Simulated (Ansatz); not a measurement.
**Fe: computed property card**

Fe:
```
Fe
1.0
    2.43411     0.00000     0.00000
   -1.21706     2.10800     0.00000
    0.00000     0.00000     3.84366
Fe
2
Direct
  0.33333   0.66667   0.25000
  0.66667   0.33333   0.75000
```

Space group P6_3/mmc (No. 194), hcp (Mg type); conventional cell a = b = 2.4341 Å, c = 3.8437 Å, α = β = 90.00°, γ = 120.00°.

Method: DFT-r²SCAN in the program Ansatz with PAW potentials. Structure relaxed to zero pressure with the same functional. Other levels are named where they apply.

Cell and energy:

```json
{
  "volume_per_atom": "9.86 Å³",
  "density": "9.40 g/cm³"
}
```

Electronic structure:

```json
{
 "electronic_character": "metallic (no gap)",
 "Density of states at the Fermi level": "1.1 states/eV per atom (mean over ±0.08 eV)"
}
```

Mechanics:

```json
{
  "Bulk modulus (Birch–Murnaghan fit)": "3230 kbar",
  "Pressure derivative B′": "4.5",
  "Elastic constants (relaxed ions, GPa)": "C11 = 592, C12 = 200, C13 = 165, C33 = 667, C44 = 181",
  "mechanical_stability": "stable (all eigenvalues of C positive)",
  "hill_bulk_and_shear_moduli": "323 and 199 GPa",
  "Young's modulus": "494 GPa",
  "Poisson's ratio": "0.25",
  "debye_temperature_from_the_elastic_constants": "708 K"
}
```

Phonons:

```json
{
 "highest_zone_centre_frequency": "334 cm⁻¹",
 "zone_centre_stability": "no imaginary mode at Γ"
}
```

This is a known high-pressure phase of the composition, computed here at zero pressure and temperature. The r²SCAN relaxation kept the symmetry of its start. No spin polarisation was allowed. As this level gives no gap, shear constants depend on the k-mesh and smearing (Fermi–Dirac, 0.1 eV here). As this level gives no gap, phonon frequencies hold no LO–TO term and depend on the k-mesh and smearing (Fermi–Dirac, 0.1 eV here). Axis ratios of metals converge slowly with the k-mesh, so a and c are less sure than the volume. On the denser mesh and wider smearing of the elastic run this cell carries a stress of 0.7 GPa.

Potentials: the later of the program's two PAW sets.
